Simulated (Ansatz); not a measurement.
Y:
```
CELL_PARAMETERS angstrom
      3.68603     0.00000     0.00000
     -1.84302     3.19220     0.00000
      0.00000     0.00000     5.69314
ATOMIC_POSITIONS crystal
  Y  0.33333 0.66667 0.75000
  Y  0.66667 0.33333 0.25000
```

Relaxed with r²SCAN. Special points in fractions of this cell's reciprocal vectors: Γ (0.000, 0.000, 0.000); M (0.500, 0.000, 0.000); K (0.333, 0.333, 0.000); A (0.000, 0.000, 0.500); L (0.500, 0.000, 0.500); H (0.333, 0.333, 0.500).

### Question
List the band energies nearest the Fermi level at these points for r²SCAN (plane waves, PAW; program Ansatz).

### Answer
In eV from the Fermi level; about four levels below and three above (degenerate sets whole), none deeper than 8.9 eV; points with the same levels are listed once.

| k | below | above |
|---|---|---|
| Γ | -4.90 -1.85 | 0.82 1.93 1.93 |
| M | -1.73 -1.19 -0.78 -0.28 | 1.55 1.62 2.29 |
| K | -0.75 -0.75 -0.67 -0.56 | 1.21 1.21 2.58 |
| A | -3.39 -3.39 | 1.11 1.11 1.84 1.84 1.84 1.84 |
| L | -1.65 -1.65 | 0.11 0.11 1.37 1.37 |
| H | -0.44 -0.44 -0.28 -0.28 | 0.35 0.35 3.03 3.03 |

Space group P6_3/mmc (hcp (Mg type)). The r²SCAN relaxation kept the symmetry of its start; of distortions, only those at the zone centre were tested. The run is not spin-polarised. Scalar-relativistic: spin–orbit coupling is off unless named, which matters more the heavier the elements.

Potentials: the later of the program's two PAW sets.
